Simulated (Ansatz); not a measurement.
WC:
```yaml
crystal:
  lattice:
    - [4.20438, 0.00000, 0.00000]
    - [0.00000, 4.20438, 0.00000]
    - [0.00000, 0.00000, 4.20438]
  atoms:
    - { symbol: W, position: [0.00000, 0.50000, 0.50000] }
    - { symbol: W, position: [0.50000, 0.00000, 0.50000] }
    - { symbol: W, position: [0.50000, 0.50000, 0.00000] }
    - { symbol: C, position: [0.50000, 0.00000, 0.00000] }
    - { symbol: C, position: [0.00000, 0.50000, 0.00000] }
    - { symbol: C, position: [0.00000, 0.00000, 0.50000] }
```

Relaxed with r²SCAN.

Map the electron localisation function on the plane through (0.000, 0.500, 0.500) spanned by u = [1, 0, 0] and v = [0, 1, 0] in lattice vectors, from plane-wave PAW r²SCAN (Ansatz code).

x is the fraction of u, y of v (the angle between them is 90°; rows are the nearest grid lines); atoms in the plane: W at (0.00, 0.00), W at (0.50, 0.50), C at (0.00, 0.50).
```
y \ x   0.000  0.0952  0.190  0.286  0.381  0.476  0.524  0.619  0.714  0.810  0.905   1.00
------  -----  ------  -----  -----  -----  -----  -----  -----  -----  -----  -----  -----
1.00    0.041   0.605  0.582  0.225  0.311  0.272  0.272  0.311  0.225  0.582  0.605  0.041
0.905   0.608   0.703  0.404  0.261  0.376  0.312  0.312  0.376  0.261  0.404  0.703  0.608
0.857   0.698   0.597  0.245  0.324  0.401  0.307  0.307  0.401  0.324  0.245  0.597  0.698
0.762   0.269   0.234  0.286  0.364  0.240  0.234  0.234  0.240  0.364  0.286  0.234  0.269
0.714   0.547   0.528  0.465  0.263  0.245  0.425  0.425  0.245  0.263  0.465  0.528  0.547
0.619   0.767   0.835  0.674  0.204  0.628  0.708  0.708  0.628  0.204  0.674  0.835  0.767
0.524   0.023   0.643  0.730  0.314  0.698  0.100  0.100  0.698  0.314  0.730  0.643  0.023
0.476   0.023   0.643  0.730  0.314  0.698  0.100  0.100  0.698  0.314  0.730  0.643  0.023
0.381   0.767   0.835  0.674  0.204  0.628  0.708  0.708  0.628  0.204  0.674  0.835  0.767
0.286   0.547   0.528  0.465  0.263  0.245  0.425  0.425  0.245  0.263  0.465  0.528  0.547
0.238   0.269   0.234  0.286  0.364  0.240  0.234  0.234  0.240  0.364  0.286  0.234  0.269
0.143   0.698   0.597  0.245  0.324  0.401  0.307  0.307  0.401  0.324  0.245  0.597  0.698
0.0952  0.608   0.703  0.404  0.261  0.376  0.312  0.312  0.376  0.261  0.404  0.703  0.608
0.000   0.041   0.605  0.582  0.225  0.311  0.272  0.272  0.311  0.225  0.582  0.605  0.041
```

The density is the valence pseudo-density with augmentation charge, so density and ELF within about 1 Å of a nucleus are not all-electron values.

Space group Pm-3m. The start of the workflow was typed in or built on a structure type; neither database checked (COD, Materials Project) lists it. It is not the phase usual at ambient conditions (space group No. 187). The cell was relaxed with r²SCAN under the symmetry of its start; its stability against distortions is not shown here. No spin polarisation was allowed. Its formation energy is positive at this level, so the cell may be metastable or incomplete. Spin–orbit coupling is left out wherever it is not named.

Potentials: the earlier of the program's two PAW sets.
